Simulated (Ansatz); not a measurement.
Task: S (α-S8, space group No. 70) is relaxed with the program Ansatz at the PBE+D3(BJ) level (PAW). What lattice parameters of the conventional cell result?

Result: a = 10.329 Å, b = 12.687 Å, c = 24.379 Å.

Task: Give the free coordinates with the occupied sites.

Result: In one choice of origin and axes:

```tsv
atom	site	symmetry	x	y	z
S	32h	1	0.0184	0.4202	0.0742
S	32h	1	0.3308	0.1107	0.1276
S	32h	1	0.0912	0.1602	0.2988
S	32h	1	0.0901	0.0354	0.2444
```

Task: Is it a metal or does it have a gap at this level?

Result: A gap of 1.92 eV, indirect.

Space group Fddd (α-S8). The cell was relaxed with PBE+D3(BJ) under the symmetry of its start.

Potentials: the later of the program's two PAW sets.
